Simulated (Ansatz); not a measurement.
# Run on TaV (Cmmm) — field of 500 T on the spins

These are results of DFT, PBE, PAW with Ansatz's default frozen-core files, scalar-relativistic in Ansatz 0.2.0, not measurements.

Command: `ansatz run input.yaml --threads 1 --pin off --max-ram 3072MiB --backend cpu --events-out ev --progress --plain --runs-dir out`

```yaml
crystal:
  lattice:
    - [1.6067, -2.307775, 0.0]
    - [1.6067, 2.307775, 0.0]
    - [0.0, 0.0, 4.341361]
  atoms:
    - { symbol: Ta, position: [0.0, 0.0, 0.0] }
    - { symbol: V, position: [0.5, 0.5, 0.5], spin: 0.05 }
magnetization:
  spin_polarized: true
  magnetic_field: 500
kpoints:
  mp_grid: { grid: [12, 12, 8] }
scf:
  occupations: { method: fermi_dirac, width: 0.08 }
  convergence: { dr2_threshold: 1.0e-10 }
  lower_state_search: "off"
hamiltonian:
  xc: pbe
  pseudopotentials: { kind: paw }
output:
  forces: true
  stress: true
  eigenvalues: true
```

The program prints:

```
Engine: ansatz 0.2.0
Pseudopotentials: kind: paw
Pseudopotential: Ta, paw, valence charge 13, recommended cutoff 420 eV (normal), Ta.paw.azcp
Pseudopotential: V, paw, valence charge 13, recommended cutoff 420 eV (normal), V.paw.azcp
Functional definition: PBE
  parameter kappa = 0.804
  parameter beta = 0.06672455060314922
  exchange = pbe_x(kappa = kappa, mu = beta*pi^2/3)
  correlation = pbe_c(beta = beta)
Crystal: 2 atoms, lattice volume = 32.195 Å³
Basis set: ecut = 420 eV, 633 PW (Γ), exchange–correlation on 40×40×60 points (8 copies of the dense FFT grid, shifted against one another)
Bands: 18, of which v1, the nominal top of the filled ones, is band 13 counted from 1 (12 counted from 0)
Symmetry: 8 space group operations
Space group: Cmmm (ITA 65), of the structure as read, at distance tolerance 3.2e-5 Å
Magnetic group: BNS 65.481 (UNI 579), of the structure as read, at distance tolerance 3.2e-5 Å
k-points: 215 of 1152
Non-local potential: Ta, projectors of the file, l = 0: 3, l = 1: 2, l = 2: 2, l = 3: 1
Non-local potential: V, projectors of the file, l = 0: 3, l = 1: 2, l = 2: 3, l = 3: 1
PAW form: soft (Blöchl's): semilocal exchange-correlation on the pseudo side does not see the compensation charge
PAW one-centre angular grid: Ta, 590 points (default); XC on 64 Gauss nodes
PAW one-centre angular grid: V, 590 points (default); XC on 64 Gauss nodes
Initial density: superposition of atomic densities (chi_scale 0.1, normalization cell)
Starting moments: Σ|m| = 0.05 μB on 1 of 2 sites
Magnetic field: 500 T along the axis of the moments, on the spin alone (28.9419 meV per μB along it)
Initial wavefunctions: pseudopotential atomic-orbital guess
Functional: x = pbe(κ = 0.804, μ = 0.2195149727645171), c = pbe(β = 0.06672455060314922)
SCF iter   1: F=—  HF=-12844.853290 eV  |F-HF|=—  |Δ(HF+E_count)|=         —  Δρ=3.02e-2 (↑2.94e-2 ↓3.02e-2)  dr2=1.05e0  dr2_m=6.53e-4  M=0.125 μB ∫|m|=0.125 μB  β_m=1.00  ethr=3.10e-3  ⟨swp⟩=4.9  Hψ=31301  notcnv=0
preconditioner: auto → none  [metal: Δε(μ)=0.002 eV  Ē_g=4.581 eV  σ=0.080 eV  W_gap=0.01  n_scr=6 (ndim 8)  ℏωp=20.7 eV  f_vac=0.000  D(μ)=3.16/eV (n_scr^D=40)  sad-step TF]
SCF iter   2: F=—  HF=-12844.660030 eV  |F-HF|=—  |Δ(HF+E_count)|=   1.93e-1  Δρ=1.76e-2 (↑1.75e-2 ↓1.76e-2)  dr2=5.62e-1  dr2_m=5.94e-4  M=0.171 μB ∫|m|=0.171 μB  β_m=1.00  ethr=3.10e-3  ⟨swp⟩=2.0  Hψ=13011  notcnv=0  defer=24
SCF iter   3: F=—  HF=-12844.620995 eV  |F-HF|=—  |Δ(HF+E_count)|=   3.90e-2  Δρ=2.32e-2 (↑2.13e-2 ↓2.32e-2)  dr2=1.11e0  dr2_m=4.20e-4  M=0.202 μB ∫|m|=0.202 μB  β_m=1.00  ethr=2.16e-3  ⟨swp⟩=2.1  Hψ=12067  notcnv=0  defer=24
[...]
SCF iter  18: F=—  HF=-12844.536367 eV  |F-HF|=—  |Δ(HF+E_count)|=   4.02e-8  Δρ=5.39e-6 (↑5.39e-6 ↓5.02e-6)  dr2=3.56e-9  dr2_m=7.07e-9  M=0.478 μB ∫|m|=0.480 μB  β_m=0.85  ethr=5.73e-11  ⟨swp⟩=2.5  Hψ=13922  notcnv=0  defer=18
SCF iter  19: F=—  HF=-12844.536367 eV  |F-HF|=—  |Δ(HF+E_count)|=   1.82e-8  Δρ=1.66e-6 (↑1.16e-6 ↓1.66e-6)  dr2=2.04e-10  dr2_m=5.42e-10  M=0.478 μB ∫|m|=0.480 μB  β_m=0.92  ethr=1.37e-11  ⟨swp⟩=2.2  Hψ=13264  notcnv=0  defer=18
SCF iter  20: F=—  HF=-12844.536367 eV  |F-HF|=—  |Δ(HF+E_count)|=   1.32e-9  Δρ=6.80e-7 (↑6.80e-7 ↓5.28e-7)  dr2=1.04e-10  dr2_m=7.63e-11  M=0.478 μB ∫|m|=0.480 μB  β_m=0.90  ethr=1.00e-12  ⟨swp⟩=4.8  Hψ=24273  notcnv=0
SCF iter  21: F=-12844.536367 eV  HF=-12844.536367 eV  |F-HF|=7.28e-12  |Δ(HF+E_count)|=  2.18e-10  Δρ=2.38e-7 (↑1.81e-7 ↓2.38e-7)  dr2=7.53e-12  dr2_m=1.00e-11  M=0.478 μB ∫|m|=0.480 μB  ethr=1.00e-12  ⟨swp⟩=4.1  Hψ=22730  notcnv=0
SCF 1 converged in 21 iterations: F = -12844.536367 eV  dr2 = 7.53e-12
  greatest PAW one-centre occupation: 1.000 electrons in one spin orbital (limit 2), on the V atom at site 1 (counted from 0), in its partial waves of l = 0
SCF converged after 21 iterations
Magnetization: 0.4782 μB (13.2391 up, 12.7609 down)
Absolute magnetization: 0.4800 μB (∫|ρ↑−ρ↓|, with the PAW one-centre terms)
Spin contamination: 0.0091 ħ² per cell (⟨S²⟩ above its minimum at these occupations)
Per-site moments (μB) at R_I (Å): [(0.024369464137416554, 1.1140050121517067), (0.3517168240780615, 1.1140050121517067)]
Free energy (F): -12844.536367 eV
Harris-Foulkes:  -12844.536367 eV  (|F-HF|=7.28e-12)
Internal energy: -12844.469510 eV  (E = F + TS)
E sigma→0 (E₀):  -12844.502938 eV
Entropy (-TS):   -0.066856 eV (-33.428 meV/atom)
Fermi energy:    17.310166 eV
--- Per-component energies (eV) ---
  E_band       = -255.819596
  E_kinetic    = 701.688665
  E_local      = -1502.358806  (includes V_loc(G=0)·N_el)
  E_nonlocal   = -30.327616
  E_hartree    = 627.411856
  E_xc         = -348.678742
  E_vxc        = -369.105312  (∫ρ·V_xc dr)
  E_paw        = -9509.322731  (= ΣΔE_a)
  E_vpaw       = -310.526812  (= ΣTr[D̂ρ^β])
  E_aug_tail   = 0.000428  (compensation charges beyond the density's cutoff)
  E_zeeman     = -0.013841  (= −μ_B·B·M)
  E_ewald      = -2782.868723
  E_smearing   = -0.066856  (= −TS)
  E_closure    = 0.000000  (closes the sum)
  Σ components = -12844.536367   (vs F -12844.536367, Δ=0.00e0)
--- Forces (eV/Å), atoms counted from 1 ---
  atom   1  Ta    -0.00000000    -0.00000000     0.00000000
  atom   2  V     -0.00000000    -0.00000000     0.00000000
  max |Σ_I F_I| component: 6.71e-30 eV/Å
--- Stress (GPa, compression-positive) ---
        0.013195       0.000000       0.000000
        0.000000      -0.372640       0.000000
        0.000000       0.000000       0.086967
  P = ⅓ Tr σ = -0.0908 GPa (-0.908 kbar)
--- Band table (eV; the first three rows and the last of 430) ---
  k-point 0 ↑: bands = ["-49.6751", "-46.6061", "-20.4876", "-20.3210", "-20.2576", "-16.2368", "-15.8096", "-15.6110", "9.8668", "13.5263", "15.8638", "17.1738", "17.6156", "18.0040", "19.1331", "19.3155", "19.3857", "21.3327"]
  k-point 1 ↑: bands = ["-49.6748", "-46.6065", "-20.4802", "-20.3202", "-20.2575", "-16.2495", "-15.8114", "-15.6110", "10.0286", "13.5482", "15.9309", "17.3083", "17.6377", "17.9034", "18.7103", "19.1194", "19.5274", "21.2261"]
  k-point 2 ↑: bands = ["-49.6742", "-46.6076", "-20.4623", "-20.3183", "-20.2575", "-16.2804", "-15.8157", "-15.6109", "10.4817", "13.5428", "16.1265", "17.6286", "17.6494", "17.6893", "17.9470", "19.0864", "19.2504", "20.9916"]
  k-point 214 ↓: bands = ["-49.4783", "-46.1523", "-20.2528", "-20.0650", "-19.9758", "-16.7275", "-16.2160", "-16.0289", "14.1209", "14.9926", "15.7683", "16.1917", "18.1158", "18.5669", "18.5779", "19.8002", "20.5029", "24.2725"]
```

Site moments (μB): Ta1 0.02, V2 0.35. Cell moment 0.48 μB.

The magnetic group in the log treats spin as a scalar label, without spin–orbit coupling.

The Ansatz runs typed with the search for lower states off end where their start leads. Spin–orbit coupling is left out although heavy atoms are present. These are results for the start and cell typed. The real compound can order otherwise, in a larger cell, or not at all, since semilocal functionals at zero temperature often overstate magnetism.

It took 14 s on 1 thread of Intel(R) Xeon(R) 6975P-C (Granite Rapids), with other jobs on the host, peak memory 0.51 GiB.
